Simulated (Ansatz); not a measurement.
ZrO2:
```
CELL_PARAMETERS angstrom
      5.57672     0.00000     0.00000
      0.00000     3.34961     0.00000
      0.00000     0.00000     6.49821
ATOMIC_POSITIONS crystal
  Zr 0.75216 0.25000 0.10854
  Zr 0.24784 0.75000 0.89146
  Zr 0.74784 0.75000 0.60854
  Zr 0.25216 0.25000 0.39146
  O  0.97672 0.75000 0.33992
  O  0.02328 0.25000 0.66008
  O  0.52328 0.25000 0.83992
  O  0.47672 0.75000 0.16008
  O  0.86057 0.75000 0.92418
  O  0.13943 0.25000 0.07582
  O  0.63943 0.25000 0.42418
  O  0.36057 0.75000 0.57582
```

Relaxed with r²SCAN.

Q: Which orbitals make up the states near the band edges in the program Ansatz at the r²SCAN level (PAW)?

A: Top 1 eV of the valence band: O 2p 92 %, Zr 4d 5 %. Bottom 1 eV of the conduction band: Zr 4d 85 %, O 2s 8 %, O 2p 5 %. Projections are on Löwdin-orthogonalised atomic valence shells; empty p or d shells of many metals are not among them.

Q: Tabulate the density of states.

A: States/eV per cell of 12 atoms, in 0.25 eV bins, energy from the valence-band maximum.

| E (eV) | total | O 2p | Zr 4d | O 2s |
|---|---|---|---|---|
| -5.95 | 0.00 | 0.00 | 0.00 | 0.00 |
| -5.70 | 2.33 | 1.59 | 0.61 | 0.01 |
| -5.45 | 4.76 | 3.29 | 1.22 | 0.03 |
| -5.20 | 8.63 | 6.02 | 2.20 | 0.07 |
| -4.95 | 8.74 | 6.17 | 2.15 | 0.07 |
| -4.70 | 6.56 | 4.74 | 1.47 | 0.06 |
| -4.45 | 8.89 | 6.54 | 1.92 | 0.07 |
| -4.20 | 9.12 | 6.81 | 1.87 | 0.08 |
| -3.95 | 10.32 | 7.86 | 1.88 | 0.13 |
| -3.70 | 5.25 | 4.07 | 0.88 | 0.06 |
| -3.45 | 8.33 | 6.56 | 1.42 | 0.07 |
| -3.20 | 8.56 | 6.83 | 1.37 | 0.08 |
| -2.95 | 8.84 | 7.06 | 1.36 | 0.11 |
| -2.70 | 6.45 | 5.29 | 0.83 | 0.08 |
| -2.45 | 7.59 | 6.28 | 0.93 | 0.10 |
| -2.20 | 9.24 | 7.72 | 1.14 | 0.09 |
| -1.95 | 10.03 | 8.51 | 1.14 | 0.08 |
| -1.70 | 11.53 | 9.90 | 1.22 | 0.09 |
| -1.45 | 12.04 | 10.42 | 1.24 | 0.08 |
| -1.20 | 11.22 | 9.87 | 1.02 | 0.07 |
| -0.95 | 11.24 | 10.09 | 0.86 | 0.05 |
| -0.70 | 10.20 | 9.34 | 0.59 | 0.04 |
| -0.45 | 7.91 | 7.46 | 0.27 | 0.02 |
| -0.20 | 4.11 | 3.93 | 0.09 | 0.01 |
| 0.05 | 0.13 | 0.12 | 0.00 | 0.00 |
| 0.30 | 0.00 | 0.00 | 0.00 | 0.00 |
| 0.55 | 0.00 | 0.00 | 0.00 | 0.00 |
| 0.80 | 0.00 | 0.00 | 0.00 | 0.00 |
| 1.05 | 0.00 | 0.00 | 0.00 | 0.00 |
| 1.30 | 0.00 | 0.00 | 0.00 | 0.00 |
| 1.55 | 0.00 | 0.00 | 0.00 | 0.00 |
| 1.80 | 0.00 | 0.00 | 0.00 | 0.00 |
| 2.05 | 0.00 | 0.00 | 0.00 | 0.00 |
| 2.30 | 0.00 | 0.00 | 0.00 | 0.00 |
| 2.55 | 0.00 | 0.00 | 0.00 | 0.00 |
| 2.80 | 0.00 | 0.00 | 0.00 | 0.00 |
| 3.05 | 0.00 | 0.00 | 0.00 | 0.00 |
| 3.30 | 0.00 | 0.00 | 0.00 | 0.00 |
| 3.55 | 0.26 | 0.01 | 0.22 | 0.02 |
| 3.80 | 0.63 | 0.03 | 0.53 | 0.05 |
| 4.05 | 0.97 | 0.05 | 0.82 | 0.07 |
| 4.30 | 1.56 | 0.09 | 1.32 | 0.11 |
| 4.55 | 4.41 | 0.33 | 3.67 | 0.28 |
| 4.80 | 5.85 | 0.40 | 4.94 | 0.36 |
| 5.05 | 8.11 | 0.52 | 6.86 | 0.49 |
| 5.30 | 7.63 | 0.51 | 6.45 | 0.42 |
| 5.55 | 8.36 | 0.72 | 6.92 | 0.44 |
| 5.80 | 8.46 | 0.81 | 6.93 | 0.43 |
| 6.05 | 11.49 | 1.45 | 9.21 | 0.45 |
| 6.30 | 9.31 | 1.18 | 7.44 | 0.37 |
| 6.55 | 10.52 | 1.70 | 8.13 | 0.33 |
| 6.80 | 10.84 | 2.03 | 8.05 | 0.37 |
| 7.05 | 10.41 | 2.01 | 7.77 | 0.32 |
| 7.30 | 12.07 | 2.58 | 8.86 | 0.27 |
| 7.55 | 12.97 | 2.98 | 9.34 | 0.25 |
| 7.80 | 8.34 | 1.93 | 5.97 | 0.16 |
| 8.05 | 9.37 | 2.31 | 6.56 | 0.18 |
| 8.30 | 6.93 | 1.83 | 4.73 | 0.12 |

Space group Pnma. The workflow started from a Materials Project entry (that database holds measured and hypothetical structures alike); the Crystallography Open Database copy checked does not list it. It is not the phase usual at ambient conditions (space group No. 14). The cell was relaxed with r²SCAN under the symmetry of its start; its stability against distortions is not shown here. The run is not spin-polarised. Scalar-relativistic: spin–orbit coupling is off unless named, which matters more the heavier the elements.

Potentials: the later of the program's two PAW sets.
